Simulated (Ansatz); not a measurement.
Starting cell, GaP (zinc blende):

```xyz
2
Lattice="0.0000 2.7257 2.7257 2.7257 0.0000 2.7257 2.7257 2.7257 0.0000" Properties=species:S:1:pos:R:3 pbc="T T T"
P      4.0885     4.0885     4.0885
Ga     0.0000     0.0000     0.0000
```

In this cell atom 2 (Ga, nearest neighbour P at 2.361 Å; its periodic images, 3.9 Å or more away, move with it) is moved by s along Cartesian x, unit vector (1.000, 0.000, 0.000); all other atoms and the cell stay fixed.

These are r2SCAN (plane waves to 500 eV, PAW, scalar-relativistic; Ansatz, an electronic-structure program) values and carry that method's errors. k mesh 8×8×8 (Γ-centred), Fermi-Dirac smearing 0.05 eV. E stands for the smeared free energy. GaP was relaxed with its symmetry unable to fall. The zero of ΔE is the undisplaced structure.

**Question.** Give the computed ΔE (eV/cell) at s (Å) = -0.376, -0.094, 0.094, 0.188, 0.470.

**Answer.** 
```
s (Å)   ΔE (eV/cell)
------  ------------
-0.376         0.679
-0.094         0.045
0.094          0.045
0.188          0.178
0.470          1.024
```

(A displaced cell: forces are minus the slopes of the energy, force constants its curvatures, and phonons follow from these.)
